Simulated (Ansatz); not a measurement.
## Course of a relaxation: TaGaMo3

A trial structure of TaGaMo3 was built thus: random cell by space group and Wyckoff sites (P6_3/mmc, No. 194). Lengths were set from tabulated atomic sizes, so they are only a guess.

```
CELL_PARAMETERS angstrom
5.89141 0.00000 0.00000
-2.94571 5.10211 0.00000
0.00000 0.00000 7.07772
ATOMIC_POSITIONS crystal
Ta 0.00000 0.00000 0.25000
Ta 0.00000 0.00000 0.75000
Ga 0.33333 0.66667 0.25000
Ga 0.66667 0.33333 0.75000
Mo 0.50000 0.00000 0.00000
Mo 0.00000 0.50000 0.00000
Mo 0.50000 0.50000 0.00000
Mo 0.50000 0.00000 0.50000
Mo 0.00000 0.50000 0.50000
Mo 0.50000 0.50000 0.50000
```

The calculation used Ansatz 0.2.0, DFT PBE, scalar-relativistic, plane waves, PAW. Cutoff 420 eV, Gaussian smearing, Γ-centred meshes. Cell and atoms relax first on a coarse mesh and then on a finer one. In between, the cell is made exact in the group found at 0.06 Å. In metals the finer mesh still leaves noise of several meV/atom or more. The steps can't lower the symmetry of their start. No spin polarisation in the relaxation; trial moments died out in a coarse test.

Steps on the 3×3×4 mesh (10 atoms, 11 steps). The free energy counts from the last step; some steps are skipped; the plane-wave basis is renewed at times, which shifts energy and pressure.

| step | ΔF (meV/atom) | V (Å³/atom) | P (GPa) |
| --- | --- | --- | --- |
| 1 | 560.2 | 21.27 | -17.79 |
| 2 | 304.3 | 19.29 | -7.36 |
| 3 | 163.6 | 18.04 | 3.16 |
| 4 | 102.1 | 18.01 | 2.86 |
| 5 | 35.4 | 17.88 | 3.75 |
| 7 | 4.6 | 18.42 | -0.97 |
| 8 | 4.3 | 18.32 | 0.01 |
| 9 | 0.3 | 18.32 | 0.37 |
| 10 | 0.0 | 18.37 | 0.05 |
| 11 | 0.0 | 18.37 | 0.05 |

The relaxed structure, after a last relaxation on the converged mesh:

```cif
data_structure
_symmetry_space_group_name_H-M 'P6_3/mmc'
_symmetry_Int_Tables_number 194
_cell_length_a 5.0393
_cell_length_b 5.0393
_cell_length_c 8.4353
_cell_angle_alpha 90.000
_cell_angle_beta 90.000
_cell_angle_gamma 120.000
_cell_volume 185.51
loop_
_atom_site_label
_atom_site_type_symbol
_atom_site_symmetry_multiplicity
_atom_site_Wyckoff_symbol
_atom_site_fract_x
_atom_site_fract_y
_atom_site_fract_z
_atom_site_occupancy
Ta1 Ta 2 b 0.00000 0.00000 0.25000 1
Ga1 Ga 2 c 0.33333 0.66667 0.25000 1
Mo1 Mo 6 g 0.50000 0.00000 0.00000 1
```

The symmetry stays P6_3/mmc (No. 194). The volume per atom shrinks by 12.8 %, from 21.3 to 18.6 Å³. The shortest distance goes from 2.45 Å (Ga–Mo) to 2.52 Å (Mo–Mo). The ratio c/a of the conventional cell changes by a factor of 1.39. The energy falls by about 0.50 eV/atom (the start's value is from the coarse mesh). Ta is surrounded by 3 Ga at 2.91 Å and 12 Mo at 3.29 Å; Ga is surrounded by 6 Mo at 2.56 Å and 3 Ta at 2.91 Å; around Mo lie 4 Mo at 2.52 Å, 2 Ga at 2.56 Å and 4 Ta at 3.29 Å.

```yaml
Volume_per_atom: 18.55 Å³
Density: 9.64 g/cm³
Energy_over_the_elements: +0.74 eV/atom
Gap_on_the_12×12×6_mesh_of_the_10-atom_cell: 0 eV (a metal)
```

The zero of energy is the elements' standard structures at the same level; no fitted shifts are applied.

The last run used Gaussian smearing of 0.10 eV. These runs have no spin–orbit coupling, which can matter for Ta. A structure relaxed within its symmetry needn't be a true minimum. In all, the 4 runs took 8.9 min on 1 thread of Intel(R) Xeon(R) Platinum 8259CL CPU @ 2.50GHz (Skylake/Cascade Lake), with other jobs on the host.
